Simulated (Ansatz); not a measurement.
Given:

ZrRh₃:
```yaml
crystal:
  lattice:
    - [3.87614, 0.00000, 0.00000]
    - [0.00000, 3.87614, 0.00000]
    - [0.00000, 0.00000, 3.87614]
  atoms:
    - { symbol: Zr, position: [0.00000, 0.00000, 0.00000] }
    - { symbol: Rh, position: [0.50000, 0.50000, 0.00000] }
    - { symbol: Rh, position: [0.00000, 0.50000, 0.50000] }
    - { symbol: Rh, position: [0.50000, 0.00000, 0.50000] }
```

This is the LDA-relaxed structure.

Task: All from the program Ansatz at the LDA level (PAW), unless another level is named. Predict the highest zone-centre frequency.

Result: 222 cm⁻¹.

Task: What about the Poisson's ratio?

Result: 0.28.

Task: Predict the elastic constants (relaxed ions, GPa).

Result: C11 = 374, C12 = 195, C44 = 168.

Space group Pm-3m (Cu3Au type). The workflow started from a Materials Project entry (that database holds measured and hypothetical structures alike); the Crystallography Open Database files this formula in space group No. 221, but the cells were not matched. Whether it is the stable phase at ambient conditions was not checked. Symmetry was held in the LDA relaxation; of distortions, only those at the zone centre were tested. No spin polarisation was allowed. As this level gives no gap, shear constants depend on the k-mesh and smearing (Fermi–Dirac, 0.1 eV here). As this level gives no gap, phonon frequencies hold no LO–TO term and depend on the k-mesh and smearing (Fermi–Dirac, 0.1 eV here).

Potentials: the later of the program's two PAW sets.
